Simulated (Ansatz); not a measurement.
Computed with DFT PBE, scalar-relativistic, plane waves, PAW (Ansatz). Settings: cutoff 420 eV, Γ-centred meshes spaced at most about 0.3 Å⁻¹, and about 0.25 Å⁻¹ or finer for metals (2π included), Gaussian smearing. No spin polarisation in the final relaxations.

Temperature and zero-point effects are left out.

Compare these two cells of Sc4InSb, each relaxed at this level.

A.

```
CELL_PARAMETERS angstrom
0.00000 4.17300 4.17300
4.17300 0.00000 4.17300
4.17300 4.17300 0.00000
ATOMIC_POSITIONS crystal
Sc 0.37484 0.37484 0.37484
Sc 0.87548 0.37484 0.37484
Sc 0.37484 0.37484 0.87548
Sc 0.37484 0.87548 0.37484
In 0.00000 0.00000 0.00000
Sb 0.75000 0.75000 0.75000
```

B.

```
CELL_PARAMETERS angstrom
4.84570 0.00000 0.00000
0.00000 4.84570 0.00000
0.00000 0.00000 6.80400
ATOMIC_POSITIONS crystal
Sc 0.50000 0.00000 0.25340
Sc 0.50000 0.00000 0.74660
Sc 0.00000 0.50000 0.74660
Sc 0.00000 0.50000 0.25340
In 0.00000 0.00000 0.50000
Sb 0.50000 0.50000 0.00000
```

Problem. Which is lower in energy, and by how much?

Solution. B is lower, by 260 meV/atom. A has space group F-43m (No. 216), 24.2 Å³/atom and no gap on its mesh; B has space group P4/mmm (No. 123), 26.6 Å³/atom and no gap. Counting In or Sc atoms around Sb (for each partner element, those within 1.25 times its shortest distance or 1.15 times the sum of covalent radii, where it is the nearest in units of that sum or under 1.3; a plus sign parts groups by distance over the sum of covalent radii), A has Sb 12+4 and B has Sb 8. The lower one is the more open, so pressure narrows the difference. In A, around Sc lie 6 Sc at 2.95 Å, 3 In at 3.46 Å and 3 Sb at 3.46 Å; In has 12 Sc at 3.46 Å and 4 Sb at 3.61 Å; Sb is surrounded by 12 Sc at 3.46 Å and 4 In at 3.61 Å. In B, Sc is surrounded by 2 In at 2.95 Å, 2 Sb at 2.97 Å and 6 Sc at 3.36–3.45 Å; In is surrounded by 8 Sc at 2.95 Å; around Sb lie 8 Sc at 2.97 Å. Both come from invented guesses.

These runs have no spin–orbit coupling, which can matter for Sb. A magnetic state wasn't ruled out in cells without spin, among them P4/mmm. Cells relaxed within their symmetry can be saddle points.
